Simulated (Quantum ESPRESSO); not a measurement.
```cif
data_Al4Sb4
_chemical_formula_sum 'Al4 Sb4'
_space_group_name_H-M_alt 'F-43m'
_space_group_IT_number 216
_space_group_name_Hall 'F -4 2 3'
_cell_length_a 6.21659
_cell_length_b 6.21659
_cell_length_c 6.21659
_cell_angle_alpha 90.000
_cell_angle_beta 90.000
_cell_angle_gamma 90.000
loop_
_atom_site_label
_atom_site_type_symbol
_atom_site_symmetry_multiplicity
_atom_site_Wyckoff_symbol
_atom_site_fract_x
_atom_site_fract_y
_atom_site_fract_z
_atom_site_occupancy
Al1 Al 4 a 0.00000 0.00000 0.00000 1
Sb1 Sb 4 d 0.75000 0.75000 0.75000 1
```
(The calculation used a cell of 2 atoms; values per cell refer to that cell.)

The PBEsol cell relaxed from Materials Project entry mp-2624 was given an isotropic strain of +1 % on all lattice vectors, and the atoms were relaxed again.

Problem. What does PBEsol (Quantum ESPRESSO, PseudoDojo norm-conserving, 80 Ry, no spin-orbit coupling) give for the electronic structure near the Fermi level?

Solution. The PBEsol gap is indirect, 1.18 eV, from Γ to 89 % of the way from Γ to X; the smallest direct gap is 1.24 eV. Another conduction extremum on the path lies within 0.02 eV, too close to call. Spin-orbit coupling is left out, which matters for elements this heavy: edges can move by tenths of an eV.
